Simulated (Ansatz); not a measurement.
ZnO:
Space group P6₃mc (No. 186); a = 3.226 Å, b = 3.226 Å, c = 10.473 Å, α = 90.00°, β = 90.00°, γ = 120.00°

```tsv
atom	site	symmetry	x	y	z
Zn	2a	3m.	0.0000	0.0000	0.0008
Zn	2b	3m.	0.3333	0.6667	0.2506
O	2a	3m.	0.0000	0.0000	0.3120
O	2b	3m.	0.3333	0.6667	0.0623
```

Relaxed with r²SCAN.

Question: Give the optical modes at the zone centre with their infrared and Raman activity from DFPT, the program Ansatz at the r²SCAN level (PAW).

Answer: Transverse frequencies, without the LO–TO term; a row sums one degenerate level.

```tsv
ω (cm⁻¹)	degeneracy	IR ((D/Å)²/amu)	Raman (Å⁴/amu)	activity	symmetry
66	2	0.00	0.55	Raman	E2
69	2	0.00	0.84	Raman	E2
89	2	0.00	0	silent	E1
186	1	0.00	0	silent	B1
187	1	0.00	0	silent	B1
261	1	0.01	0.25	IR+Raman	A1
384	1	32.38	1.9	IR+Raman	A1
394	2	63.23	0.67	IR+Raman	E1
411	2	0.00	0.84	Raman	E2
414	2	0.00	4.0	Raman	E2
429	2	0.12	0	IR	E1
549	1	0.01	0	IR	A1
554	1	0.00	0	silent	B1
559	1	0.00	0	silent	B1
```

Question: How high does the top mode go among those that the LO–TO term moves?

Answer: 563 cm⁻¹ for q along x, 563 cm⁻¹ for q along y, 559 cm⁻¹ for q along z.

Space group P6_3mc. The cell is a constructed one: a structure type filled with these elements. Its sites differ from those of the usual phase in this space group: another stacking or structure type. The cell was relaxed with r²SCAN under the symmetry of its start; its stability against distortions is not shown here.

Potentials: the later of the program's two PAW sets.
